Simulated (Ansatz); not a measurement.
Relaxation of a relaxed Hf cell displaced along its unstable phonon at q = (0, 0, ½) of its primitive reciprocal cell (55i cm⁻¹), largest move 0.15 Å; 2 atoms in the cell, which starts as Cmcm (No. 63), oS4; a = 2.947 Å, b = 5.105 Å, c = 5.922 Å, α = β = γ = 90.00°. Method: PBEsol (plane waves to 420 eV, PAW, scalar-relativistic; Ansatz, a first-principles code). Γ-centred k-mesh 13×13×6 on the run's cell (coarser than for final values), Fermi–Dirac smearing 0.05 eV. This is the first round of the run. 

The optimiser's lines from the output (shortened; P is positive under compression):

```
relax step   1: F+E_penalty+E_count = -31196.73687245 eV  Δ(F+E_penalty+E_count) = +0.000e0 eV  max|allowed force component| = 2.519e-1 eV/Å  Δτ_max = 0.0000 Å  P = -0.375 GPa  Ω = 44.547 Å³  (8 SCF iters, dr2 threshold 1.00e-7 eV, accepted)
relax step   2: F+E_penalty+E_count = -31196.89674679 eV  Δ(F+E_penalty+E_count) = -1.599e-1 eV  max|allowed force component| = 4.701e-1 eV/Å  Δτ_max = 0.1947 Å  P = -0.218 GPa  Ω = 43.893 Å³  (7 SCF iters, dr2 threshold 2.00e-7 eV, accepted)
relax step   3: F+E_penalty+E_count = -31197.15453417 eV  Δ(F+E_penalty+E_count) = -2.578e-1 eV  max|allowed force component| = 5.796e-1 eV/Å  Δτ_max = 0.1944 Å  P = -0.258 GPa  Ω = 43.297 Å³  (8 SCF iters, dr2 threshold 2.00e-7 eV, accepted)
relax step   4: F+E_penalty+E_count = -31197.41517811 eV  Δ(F+E_penalty+E_count) = -2.606e-1 eV  max|allowed force component| = 1.270e-1 eV/Å  Δτ_max = 0.1932 Å  P = +1.108 GPa  Ω = 42.670 Å³  (8 SCF iters, dr2 threshold 2.00e-7 eV, accepted)
relax step   5: F+E_penalty+E_count = -31197.57180937 eV  Δ(F+E_penalty+E_count) = -1.566e-1 eV  max|allowed force component| = 8.836e-2 eV/Å  Δτ_max = 0.0784 Å  P = +1.569 GPa  Ω = 42.612 Å³  (7 SCF iters, dr2 threshold 2.00e-7 eV, accepted)
relax step   6: F+E_penalty+E_count = -31197.59987806 eV  Δ(F+E_penalty+E_count) = -2.807e-2 eV  max|allowed force component| = 1.820e-1 eV/Å  Δτ_max = 0.0820 Å  P = -1.106 GPa  Ω = 43.648 Å³  (8 SCF iters, dr2 threshold 2.00e-7 eV, accepted)
relax step   7: F+E_penalty+E_count = -31197.61121469 eV  Δ(F+E_penalty+E_count) = -1.134e-2 eV  max|allowed force component| = 5.580e-2 eV/Å  Δτ_max = 0.0482 Å  P = +0.259 GPa  Ω = 43.100 Å³  (7 SCF iters, dr2 threshold 2.00e-7 eV, accepted)
relax step   8: F+E_penalty+E_count = -31197.61291066 eV  Δ(F+E_penalty+E_count) = -1.696e-3 eV  max|allowed force component| = 1.058e-3 eV/Å  Δτ_max = 0.0062 Å  P = +0.056 GPa  Ω = 43.177 Å³  (5 SCF iters, dr2 threshold 2.00e-7 eV, accepted)
relax step   9: F+E_penalty+E_count = -31197.61291322 eV  Δ(F+E_penalty+E_count) = -2.564e-6 eV  max|allowed force component| = 1.638e-4 eV/Å  Δτ_max = 0.0000 Å  P = -0.006 GPa  Ω = 43.199 Å³  (4 SCF iters, dr2 threshold 2.26e-8 eV, accepted)
relax step  10: F+E_penalty+E_count = -31197.61336865 eV  Δ(F+E_penalty+E_count) = -4.554e-4 eV  max|allowed force component| = 1.497e-4 eV/Å  Δτ_max = 0.0000 Å  P = +0.002 GPa  Ω = 43.199 Å³  stress off target by 3.85e-2 GPa  SCF on the basis re-selected at this cell (its energy is not comparable with the rows above)  (8 SCF iters)
relax step  11: F+E_penalty+E_count = -31197.61337073 eV  Δ(F+E_penalty+E_count) = -2.084e-6 eV  max|allowed force component| = 6.103e-6 eV/Å  Δτ_max = 0.0001 Å  P = +0.001 GPa  Ω = 43.200 Å³  (3 SCF iters, dr2 threshold 3.70e-9 eV, accepted)
relax step  12: F+E_penalty+E_count = -31197.61336954 eV  Δ(F+E_penalty+E_count) = +1.189e-6 eV  max|allowed force component| = 6.701e-6 eV/Å  Δτ_max = 0.0000 Å  P = +0.001 GPa  Ω = 43.200 Å³  stress off target by 1.87e-3 GPa  SCF on the basis re-selected at this cell (its energy is not comparable with the rows above)  (5 SCF iters)
```

From the first to the last row the energy changes by -0.44 eV/atom and the volume by -3.0 %. The last row is marked as not comparable with the walk above it, whose basis was carried along; it does compare with step 1, since both stand on a basis selected at the nominal cutoff for their own cell.

Later rounds, restarted from the end of this one on a renewed k-mesh, logged 8 more steps and released under 0.01 eV/atom more. The final structure after all rounds: P6₃/mmc (No. 194), hP2, hcp (Mg type); a = 3.1590 Å, b = 3.1590 Å, c = 4.9998 Å, α = 90.00°, β = 90.00°, γ = 120.00°. Between re-selections the logged energies stand on a plane-wave basis carried along with the cell. No spin polarisation in the result.

The run could not lose the symmetry of its start.

Of the parent cell (P6/mmm (No. 191)): it is a generated cell of Hf: the first start was made by placing the elements on the sites of a structure type, and the end was not matched to a known phase here, so it may be hypothetical. Known forms of Hf include space group No. 194.
